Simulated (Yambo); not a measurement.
Yambo run on Ba₃ZnN₂O (space group P4/mmm, No. 123). The wavefunctions are PBEsol (Quantum ESPRESSO, PseudoDojo norm-conserving, 84 Ry, no spin-orbit coupling) ones on a 4×4×1 mesh (33 occupied bands); a = 4.150 Å, b = 4.150 Å, c = 9.293 Å, α = 90.00°, β = 90.00°, γ = 90.00°.

Yambo input:

```
rim_cut
gw0
dyson
el_el_corr
HF_and_locXC
cohsex
em1s
RandQpts= 1000000
RandGvec= 1 Ry
EXXRLvcs= 84 Ry
VXCRLvcs= 336 Ry
Chimod= "HARTREE"
% BndsRnXs
 5 | 235 |
%
NGsBlkXs= 7 Ry
% LongDrXs
 1.0 | 1.0 | 1.0 |
%
ExtendOut
% QPkrange
 1 | 1 | 33 | 34 |
%
```

k points by index: 1 = Γ.

Resulting energies as the program prints them:

```
#    K-point    Band    Eo [eV]    E [eV]    E-Eo [eV]    Vxc [eV]    Vnlxc [eV]    Sc|Eo [eV]    Re(Z)    Im(Z)
#
    1    33    0.000000    -2.241983    -2.241983    -16.25255    -19.29115    0.796616    1.000000    0.000000
    1    34    0.844162    0.035277    -0.808885    -8.602897    -4.376177    -5.035605    1.000000    0.000000
```
(The two width columns are left out.) Convergence of these settings isn't established.

Geometry of the Materials Project entry, not relaxed at this level.

The structure is a Materials Project entry; no match was found in the copy of COD used, and its stability was not checked.
